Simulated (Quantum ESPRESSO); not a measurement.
**How field gradients follow strain in SnSe2 (P-3m1)**

```
CELL_PARAMETERS angstrom
      3.84190     0.00000     0.00000
     -1.92095     3.32718     0.00000
      0.00000     0.00000     6.48588
ATOMIC_POSITIONS crystal
  Sn 0.00000 0.00000 0.00000
  Se 0.66667 0.33333 0.75321
  Se 0.33333 0.66667 0.24679
```
The cell was made here from a computed Materials Project entry: atoms relaxed in the unchanged cell (PBE without dispersion, pw.x of a modified build of Quantum ESPRESSO, symmetry kept). The parent is SnSe2 in P-3m1; whether this form has been observed was not checked. Stability against distortions was not tested. The layers lie 3.3 Å apart; this gap hangs on dispersion, and neither it nor the stacking was checked against the measured crystal.

The last row's change in full: strained by +2 % along the unique axis and by -1 % across it, atoms relaxed (PBE, pw.x of Quantum ESPRESSO); the other rows go along the same path.

Method: field gradients by a PBE PAW density (pw.x of Quantum ESPRESSO, JTH datasets) with the all-electron reconstruction of Petrilli and co-workers, 20 Ha, k-mesh 7×7×4 through Γ. Values are those of the named site's first atom. Cores are frozen. Sn, Se had no test against all-electron runs. Spin–orbit coupling is left out, a limit on Sn. The structure is static (0 K, no zero-point motion).

Unchanged cell: Vzz Sn (a.u.) = -0.006, Vzz Se (a.u.) = -0.612.

Q: How do these values move along the path (axial strain (%): -2, +2)?

A: 
```tsv
axial strain (%)	Vzz Sn (a.u.)	Vzz Se (a.u.)
-2	0.015	-0.771
0	-0.006	-0.612
+2	-0.024	-0.441
```

As single numbers, gradients under 0.02 a.u. lie near what cutoff and mesh leave (some 0.003 a.u. in our sweeps); these rows share cutoff and mesh counts, so their differences are steadier.
